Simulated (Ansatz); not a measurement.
Ba₂IBrF₂: moving I off its site

Ba₂IBrF₂, P4mm, a = 4.571 Å, c = 7.983 Å. The structure is a Materials Project entry; whether it is the stable form wasn't checked. Ansatz: r2SCAN, PAW, 500 eV, Γ-centred 6×6×4 mesh on 6 atoms, Gaussian smearing 0.05 eV; no spin polarisation.

```
CELL_PARAMETERS angstrom
4.57081 0.00000 0.00000
0.00000 4.57081 0.00000
0.00000 0.00000 7.98288
ATOMIC_POSITIONS crystal
Ba 0.50000 0.50000 0.83651
Ba 0.00000 0.00000 0.18588
I 0.00000 0.00000 0.64211
Br 0.50000 0.50000 0.32675
F 0.50000 0.00000 0.00437
F 0.00000 0.50000 0.00437
```

Atom 3 (I) moves by x along the unit vector (0.707, -0.707, 0.000), with its periodic images; all else is held. y is the free energy of the cell over the start, F the force along the path summed over the moved atoms. Symmetry makes y even in x.

| x (Å) | y (meV) | F (eV/Å) |
| --- | --- | --- |
| -0.3000 | ? | ? |
| -0.1500 | 25.0 | 0.34 |
| 0.0000 | 0.0 | 0.00 |
| 0.0750 | 6.2 | -0.17 |
| 0.1875 | 39.3 | -0.43 |
| 0.2250 | 57.2 | -0.52 |
| 0.2625 | 78.7 | -0.62 |

Question: Fit y = c2 x² + c4 x⁴ to the energies of the other rows, give the force constant, and predict energy and force of the missing row.

Answer: Least squares on the rows shown. y = 1095 x² + 688.6 x⁴. The force constant is 2 c2 = 2.19 eV/Å² (for all images moving together, not for a lone atom). The force −dy/dx at the missing row is 0.73 eV/Å (computed 0.73). At x = -0.3000 the fit asked for gives 104.1 meV. The run gave 104.1 meV, the same to the digits shown.

Cost: 7 runs of about 4.7 core-minutes in all, on Intel Xeon Platinum 8488C (Sapphire Rapids) (shared hosts).